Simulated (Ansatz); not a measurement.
**LaZn (CsCl-type structure)**

**The experiment.** The Crystallography Open Database holds a cell as deposited of cubic LaZn (space group Pm-3m), temperature not stated (1963): a = 3.750 Å, 26.37 Å³/atom.

The computed numbers are results of PBEsol, scalar-relativistic (no spin polarisation) in the plane-wave PAW code Ansatz at 420 eV, 8×8×8 k-mesh, Gaussian smearing of 0.05 eV; PAW files: Ansatz's generated set soft_2.

```
La Zn
1.0
     3.69350    0.00000    0.00000
     0.00000    3.69350    0.00000
     0.00000    0.00000    3.69350
La Zn
1 1
Cartesian
  0.0000 0.0000 0.0000
  1.8467 1.8467 1.8467
```

The start was a prototype's sites filled with these elements; the Crystallography Open Database holds the compound in this structure.

The cell above was scaled in volume, its shape and atoms being fixed by the lattice's symmetry. Energies are counted from the cell above.

Cell and atoms are those of this level's equilibrium.

```json
{"V (Å³/atom)": "24.19", "ΔE (meV/atom)": "6.8", "P (GPa)": "2.3"}
{"V (Å³/atom)": "24.69", "ΔE (meV/atom)": "?", "P (GPa)": "?"}
{"V (Å³/atom)": "25.19", "ΔE (meV/atom)": "0.0", "P (GPa)": "0.0"}
{"V (Å³/atom)": "25.70", "ΔE (meV/atom)": "1.7", "P (GPa)": "-1.0"}
{"V (Å³/atom)": "26.20", "ΔE (meV/atom)": "6.4", "P (GPa)": "-1.9"}
```

(1) Fill in the withheld row.

(2) What do the points give for the equilibrium volume, the bulk modulus and its pressure derivative (third-order Birch–Murnaghan)?

Answers:

(1) ΔE (meV/atom): 1.6, P (GPa): 1.1.

(2) V0 = 25.17 Å³/atom, B0 = 53 GPa, B0′ = 4.3.

B0·V0 = 52.7 GPa × 25.17 Å³ = 8.28 eV/atom sets the scale: near the minimum ΔE ≈ ½ B0 V0 x², with x = V/V0 − 1, and a pressure of 0.5 GPa squeezes the volume by about 1 %. At the ends of the curve: x = −3.9 % predicts 6.4 meV/atom and the run gives 6.8; x = +4.1 % predicts 6.9 meV/atom and the run gives 6.4. Compression costs more and expansion less than the parabola says, since the crystal stiffens as it shrinks; B0′ measures that.

**Against experiment.** PBEsol gives 3.693 Å and 25.19 Å³/atom, −4.5 % in volume (−1.5 % in length) from the database's cell. That is a large miss for PBEsol, or the entry is off.

Spin–orbit coupling, which matters for such heavy elements, is left out. The run is a metal.
